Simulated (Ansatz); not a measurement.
# What DFT gives for HS₂

```
H S
1.0
     3.16734    2.76554    0.00000
     3.16734   -2.76554    0.00000
     0.00000    0.00000   -8.88124
H S
2 4
Cartesian
  0.0000 0.0000 -4.4406
  3.1673 0.0000 0.0000
  3.1673 -1.6593 -7.7436
  3.1673 -1.1062 -3.3029
  3.1673 1.6593 -1.1377
  3.1673 1.1062 -5.5783
```

Level: PBE, no spin polarisation; 420 eV; 8×8×4 Γ-centred mesh; fermi-dirac occupations (width 0.1 eV); Ansatz 0.2.0, fixed geometry.

Q: What does the stress say?

A: The pressure is -10.9 GPa (compression positive), so with the atoms held at these fractions the cell would first shrink; the forces are large, so a full relaxation may end otherwise. The principal stresses -17.6, -12.3, -2.7 GPa differ, so its shape would change too.

Q: Where is the largest force?

A: The largest is on S3 (and as large on other atoms): 1.65 eV/Å, components (0.00, 0.50, -1.57). It makes 38° with the line to a nearest neighbour, H2 at 2.01 Å, pointing towards it.

Q: What do density and ELF say about some of the short contacts?

A: H–S at 2.01 Å: least valence density 0.38 e/Å³ and ELF 0.79 there. Both are smooth PAW fields, read partly inside the augmentation spheres.

Q: What happens at the Fermi level?

A: It is a metal, with about 8.6 states/eV a cell as the mean within 0.25 eV of the Fermi level, mostly S p (99 %).

Origin: a known structure type with other elements, at an estimated volume, so it need not be a known compound. Caveats: many states at the Fermi level without spin polarisation, so a magnetic state may lie lower; atoms or cell far from equilibrium.
